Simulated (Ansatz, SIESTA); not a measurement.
One calculation of Sn3Te, 4 ways

```xyz
4
Lattice="-2.3009 2.3009 5.5165 2.3009 -2.3009 5.5165 2.3009 2.3009 -5.5165" Properties=species:S:1:pos:R:3 pbc="T T T"
Te    0.0000    0.0000    0.0000
Sn    0.0000    0.0000    5.5165
Sn    2.3009    0.0000    2.7582
Sn    0.0000    2.3009    2.7582
```

The cell comes from a database or a generator and needn't be the stable form of this composition.

Alike in all runs: task band structure; functional PBEsol; k mesh 8 × 8 × 8; occupations fermi-dirac, width 0.05 eV; no spin polarisation; no spin-orbit coupling. Pressure is positive in compression and, in plane waves, holds the error of the finite cutoff, which Ansatz's Pulay term estimates and takes out.

```json
{"program and potentials": "Ansatz, Ansatz PAW", "plane-wave cutoff (eV)": "420", "notes": "potentials made for PBE, which Ansatz adapts in part; 14.5 valence electrons an atom on average; Pulay term of +0.03 GPa included", "pressure (GPa)": "-3.05"}
{"program and potentials": "Ansatz, all-electron LAPW, scalar-relativistic", "plane-wave cutoff (eV)": "-", "notes": "-", "pressure (GPa)": "-3.04"}
{"program and potentials": "SIESTA, files PseudoDojo sr-pbesol-0.4.1-standard, DZP (energy shift 0.003 Ry; two zetas on semicore shells)", "plane-wave cutoff (eV)": "-", "notes": "atomic basis; 14.5 valence electrons an atom on average", "pressure (GPa)": "-2.16"}
{"program and potentials": "Ansatz, PAW datasets made for the crystal", "plane-wave cutoff (eV)": "240", "notes": "12 valence electrons an atom on average", "pressure (GPa)": "-3.04"}
```

The pressure spans -3.05 (Ansatz, Ansatz PAW) to -2.16 GPa (SIESTA, files PseudoDojo sr-pbesol-0.4.1-standard, DZP (energy shift 0.003 Ry; two zetas on semicore shells)), with all-electron results at -3.04. Rows in atomic bases carry the error of their basis and grid, which can be large.

The functional is the same throughout but for its coding, so the spread measures potentials, basis and numerics; runs on potential files found faulty are left out.
